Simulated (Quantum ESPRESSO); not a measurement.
## Kohn-Sham bands of InAgTe₂ (P-4m2)

```
CELL_PARAMETERS angstrom
      4.56312     0.00000     0.00000
      0.00000     4.56312     0.00000
      0.00000     0.00000     6.53947
ATOMIC_POSITIONS crystal
  In 0.50000 0.50000 0.50000
  Ag 0.00000 0.00000 0.00000
  Te 0.00000 0.50000 0.24329
  Te 0.50000 0.00000 0.75671
```

Materials Project entry mp-1223798; symmetrised, unrelaxed at this level. Not found in the COD (Crystallography Open Database) copy used, which has the formula in other groups; not checked further. Level: PBEsol, spinors with spin-orbit coupling; pw.x of Quantum ESPRESSO at 66 Ry with PseudoDojo potentials, 4×4×4 k-points, Wannier90. Density: 8×8×6 mesh, cold smearing 0.01 Ry. With spin-orbit coupling a semilocal functional can close or falsely invert a small gap; the band order was not checked against a better method. The gap is small at this level and was sampled on the meshes and a path alone.

Energies are relative to the valence-band maximum; weights are on the orthonormalised atomic waves of the pseudopotential files, averaged over the group. 64 electrons a cell are treated as valence.

**Question.** Into which isolated groups do the bands fall, where do they lie and what are they made of?

**Answer.** 
```json
[
 {"bands": "1–2", "from (eV)": "-91.26", "to (eV)": "-91.26", "filling": "filled", "weight on atomic waves": "Ag 4s 99 %"},
 {"bands": "3–4", "from (eV)": "-58.34", "to (eV)": "-58.34", "filling": "filled", "weight on atomic waves": "Ag 4p 100 %"},
 {"bands": "5–8", "from (eV)": "-53.23", "to (eV)": "-53.21", "filling": "filled", "weight on atomic waves": "Ag 4p 100 %"},
 {"bands": "9–16", "from (eV)": "-37.55", "to (eV)": "-37.47", "filling": "filled", "weight on atomic waves": "Te 4d 100 %"},
 {"bands": "17–28", "from (eV)": "-36.10", "to (eV)": "-36.00", "filling": "filled", "weight on atomic waves": "Te 4d 100 %"},
 {"bands": "29–32", "from (eV)": "-15.40", "to (eV)": "-15.35", "filling": "filled", "weight on atomic waves": "In 4d 99 %"},
 {"bands": "33–38", "from (eV)": "-14.60", "to (eV)": "-14.48", "filling": "filled", "weight on atomic waves": "In 4d 99 %"},
 {"bands": "39–42", "from (eV)": "-11.88", "to (eV)": "-10.80", "filling": "filled", "weight on atomic waves": "Te 5s 77 %, In 5p 10 %, In 5s 5 %"},
 {"bands": "43–44", "from (eV)": "-6.43", "to (eV)": "-5.45", "filling": "filled", "weight on atomic waves": "Te 5p 43 %, In 5s 41 %, Ag 4d 9 %"},
 {"bands": "45–64", "from (eV)": "-4.68", "to (eV)": "0.00", "filling": "filled", "weight on atomic waves": "Ag 4d 48 %, Te 5p 40 %, In 5p 6 %"}
]
```

The Kohn-Sham gap over both meshes and the path is 0.08 eV.
